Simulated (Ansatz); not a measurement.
CaGa$_{2}$Ni: input and output

Input file of Ansatz 0.2.0:

```yaml
crystal:
  lattice:
    - [2.0064467, 5.12460272, 0.0]
    - [2.0064467, -5.12460272, 0.0]
    - [0.0, 0.0, -6.88218436]
  atoms:
    - { symbol: Ca, position: [0.4421, 0.5579, 0.25] }
    - { symbol: Ca, position: [0.5579, 0.4421, 0.75] }
    - { symbol: Ni, position: [0.2814, 0.7186, 0.75] }
    - { symbol: Ni, position: [0.7186, 0.2814, 0.25] }
    - { symbol: Ga, position: [0.1608, 0.8392, 0.4432] }
    - { symbol: Ga, position: [0.8392, 0.1608, 0.9432] }
    - { symbol: Ga, position: [0.8392, 0.1608, 0.5568] }
    - { symbol: Ga, position: [0.1608, 0.8392, 0.0568] }
  symmetry: { tolerance: 0.0003 }
kpoints:
  mp_grid: { grid: [7, 7, 4], shift: [0, 0, 0] }
  band_path:
    path:
      - [0.0, 0.0, 0.0]
      - [0.5, -0.5, 0.0]
      - [0.71167564, -0.28832436, 0.0]
      - [0.28832436, 0.28832436, 0.0]
      - [0.0, 0.0, 0.0]
      - [0.0, 0.0, -0.5]
      - [0.28832436, 0.28832436, -0.5]
      - [0.71167564, -0.28832436, -0.5]
      - [0.5, -0.5, -0.5]
      - [0.5, -0.5, 0.0]
      - [0.0, 0.0, 0.0]
    npoints: 6
magnetization:
  spin_polarized: false
scf:
  occupations: { method: cold, width: 0.0211 }
  lower_state_search: "off"
  max_iter: 200
hamiltonian:
  pseudopotentials: { kind: paw }
  xc: lda
basis:
  ecutwfc: 420
  fft_grid_basis: typed
output:
  forces: true
  stress: true
  eigenvalues: true
  bader: true
  populations: true
  elf: true
  write_potential: true
  volumetric_format: npy
  dos:
    e_range: [-12, 8]
    de: 0.05
    projected: { site_lists: { Ca: [Ca], Ga: [Ga], Ni: [Ni] } }
checkpoint:
  read: saved_state
```

The run starts from an earlier solution of this cell. 

Parts of the output:

```
Pseudopotentials: kind: paw
Pseudopotential: Ca, paw, valence charge 10, recommended cutoff 420 eV (normal), Ca.paw.azcp
Pseudopotential: Ni, paw, valence charge 18, recommended cutoff 420 eV (normal), Ni.paw.azcp
Pseudopotential: Ga, paw, valence charge 13, recommended cutoff 420 eV (normal), Ga.paw.azcp
Functional definition: SPW92
  exchange = slater_x
  correlation = pw_c
Crystal: 8 atoms, lattice volume = 141.529 Å³
Basis set: ecut = 420 eV, 2789 PW (Γ)
Bands: 65, of which v1, the nominal top of the filled ones, is band 54 counted from 1 (53 counted from 0)
Symmetry: 8 space group operations
Space group: Cmcm (ITA 63), of the structure as read, at distance tolerance 1.6e-3 Å
k-points: 48 of 196
Initial density: read from a saved state, or passed on in memory by an earlier SCF of this step, an earlier step, the calling program or the single point that the run made first
Functional: x = slater, c = lda
Free energy (F): -29924.3035 eV
Harris-Foulkes:  -29924.3035 eV  (|F-HF|=5.78e-8)
Internal energy: -29924.3029 eV  (E = F + TS)
E sigma→0 (E₀):  -29924.3033 eV
Entropy (-TS):   -0.0006 eV (-0.070 meV/atom)
Fermi energy:    10.7315 eV
--- Per-component energies (eV) ---
  E_band       = -1113.3406
  E_kinetic    = 1596.4583
  E_local      = -18685.0673  (includes V_loc(G=0)·N_el)
  E_nonlocal   = 3115.0138
  E_hartree    = 8248.0787
  E_xc         = -719.6730
  E_vxc        = -799.4311  (∫ρ·V_xc dr)
  E_paw        = -12408.0522  (= ΣΔE_a)
  E_vpaw       = -2836.4789  (= ΣTr[D̂ρ^β])
  E_aug_tail   = 0.0003  (compensation charges beyond the density's cutoff)
  E_ewald      = -11079.4099
  E_core_change = 8.3485  (= ΣΔE_core)
  E_smearing   = -0.0006  (= −TS)
--- Forces (eV/Å), atoms counted from 1 ---
  atom   1  Ca     0.0000     0.0318     0.0000
  atom   2  Ca     0.0000    -0.0318     0.0000
  atom   3  Ni     0.0000    -0.0010     0.0000
  atom   4  Ni     0.0000     0.0010     0.0000
  atom   5  Ga     0.0000     0.1141     0.0389
  atom   6  Ga     0.0000    -0.1141     0.0389
  atom   7  Ga     0.0000    -0.1141    -0.0389
  atom   8  Ga     0.0000     0.1141    -0.0389
--- Stress (GPa, compression-positive) ---
       -4.6331       0.0000       0.0000
        0.0000      -3.8855       0.0000
        0.0000       0.0000      -4.4162
  P = ⅓ Tr σ = -4.3116 GPa (-43.116 kbar)
```

Origin: a database entry at a rescaled volume. Caveats: no spin polarisation, so a magnetic state may lie lower.
